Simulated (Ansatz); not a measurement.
**Zn₄Se₃S: computed properties**

All numbers below come from DFT PBE, scalar-relativistic, plane waves, PAW in Ansatz.

Settings: cutoff 420 eV, Γ-centred mesh 6×6×6 on the computed 8-atom cell, Gaussian smearing of 0.02 eV; no spin polarisation.

The structure is relaxed at this level of theory with its symmetry kept, and needn't be the ground state of this composition.

Space group P-43m (No. 215), cubic, a = 5.659 Å. Zn has 1 S at 2.39 Å and 3 Se at 2.47 Å; Se is surrounded by 4 Zn at 2.47 Å; around S lie 4 Zn at 2.39 Å.

| Quantity | Value |
| --- | --- |
| Volume per atom | 22.65 Å³ |
| Formation energy from the elements' standard states (uncorrected) | -0.734 eV/atom |
| Kohn–Sham band gap | 1.32 eV, direct at Γ |
| Orbital (Löwdin) character of the top 1 eV of the valence band | Se 4p 80 %, S 3p 10 % |
| Orbital (Löwdin) character of the lowest 1 eV of the conduction band | Zn 4s 56 %, Se 4s 15 %, Se 4p 15 % |
| Electron masses at the edge by direction of the standard setting (m_e; one valley, along these axes only; no spin-orbit coupling) | x: 0.11; y: 0.11; z: 0.11 |
| Hole masses at the edge by direction of the standard setting (m_e; one valley, along these axes only; no spin-orbit coupling) | x: 0.65, 0.65, 0.11; y: 0.65, 0.65, 0.11; z: 0.65, 0.65, 0.11 |
| Bader charge by site (e) | Zn (4 in the cell) 0.78, Se (3 in the cell) -0.75, S (1 in the cell) -0.88 |

The cell was found from a structure generator's guess, not taken from experiment. Kohn–Sham gaps at this level usually fall short of measured ones. Löwdin shares on free-atom orbitals overweight diffuse shells in the empty bands.
